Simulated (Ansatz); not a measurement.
# Harmonic thermodynamics of IrRh5

Computed with DFT PBE, scalar-relativistic, plane waves, PAW in Ansatz. Cutoff 420 eV, 18×18×4 k-points (Γ-centred), Fermi-Dirac smearing of 0.15 eV. No spin polarisation. Phonons by linear response, acoustic sum rule imposed.

Equilibrium structure at this level:
```yaml
crystal:
  lattice:
    - [2.73256, 0.00000, 0.00000]
    - [-1.36628, 2.36647, 0.00000]
    - [0.00000, 0.00000, 13.20388]
  atoms:
    - { symbol: Ir, position: [0.66667, 0.33333, 0.50000] }
    - { symbol: Rh, position: [0.33333, 0.66667, 0.66672] }
    - { symbol: Rh, position: [0.33333, 0.66667, 0.00000] }
    - { symbol: Rh, position: [0.33333, 0.66667, 0.33328] }
    - { symbol: Rh, position: [0.66667, 0.33333, 0.83393] }
    - { symbol: Rh, position: [0.66667, 0.33333, 0.16607] }
```

It was reached by relaxing an invented guess, and it needn't be the stable form of this composition. In a metal, frequencies and elastic constants depend on the k mesh and the smearing, soft modes and shear constants most. Some empty bands missed the eigensolver's threshold. Spin–orbit coupling is left out, which matters for heavy elements. The q mesh is coarse, so values between its points are rough.

Force constants from linear response on a 3×3×1 q mesh, interpolated to a fine mesh.

Phonon density of states, in bins of 5 cm⁻¹:
| bin centre (cm⁻¹) | share of modes (%) |
| --- | --- |
| 2.5 | 0.0 |
| 7.5 | 0.0 |
| 12.5 | 0.0 |
| 17.5 | 0.0 |
| 22.5 | 0.0 |
| 27.5 | 0.1 |
| 32.5 | 0.1 |
| 37.5 | 0.1 |
| 42.5 | 0.2 |
| 47.5 | 0.2 |
| 52.5 | 0.2 |
| 57.5 | 0.3 |
| 62.5 | 0.4 |
| 67.5 | 0.4 |
| 72.5 | 0.5 |
| 77.5 | 0.7 |
| 82.5 | 0.8 |
| 87.5 | 1.1 |
| 92.5 | 1.4 |
| 97.5 | 2.4 |
| 102.5 | 3.3 |
| 107.5 | 3.3 |
| 112.5 | 3.8 |
| 117.5 | 2.9 |
| 122.5 | 3.0 |
| 127.5 | 4.2 |
| 132.5 | 4.2 |
| 137.5 | 3.9 |
| 142.5 | 3.3 |
| 147.5 | 3.2 |
| 152.5 | 4.2 |
| 157.5 | 4.1 |
| 162.5 | 4.4 |
| 167.5 | 3.9 |
| 172.5 | 3.9 |
| 177.5 | 3.5 |
| 182.5 | 2.3 |
| 187.5 | 2.1 |
| 192.5 | 2.9 |
| 197.5 | 2.5 |
| 202.5 | 3.5 |
| 207.5 | 4.3 |
| 212.5 | 5.2 |
| 217.5 | 5.3 |
| 222.5 | 2.3 |
| 227.5 | 1.4 |
| 232.5 | 0.0 |

Question: Give the zero-point energy per atom.

Answer: 29.1 meV.

Question: How large are the vibrational entropy and heat capacity at 300 K?

Answer: S = 4.07 k_B and C_V = 2.85 k_B per atom, 95 % of the Dulong–Petit value.

Question: Tabulate them against temperature.

Answer:
```tsv
T (K)	F_vib (meV/atom)	S (k_B/atom)	C_V (k_B/atom)
100	25.4	1.28	1.99
200	6.8	2.94	2.69
300	-23.7	4.07	2.85
400	-62.5	4.90	2.92
500	-107.6	5.55	2.95
600	-157.8	6.09	2.96
700	-212.3	6.55	2.97
800	-270.5	6.95	2.98
900	-331.9	7.30	2.98
1000	-396.2	7.61	2.99
```
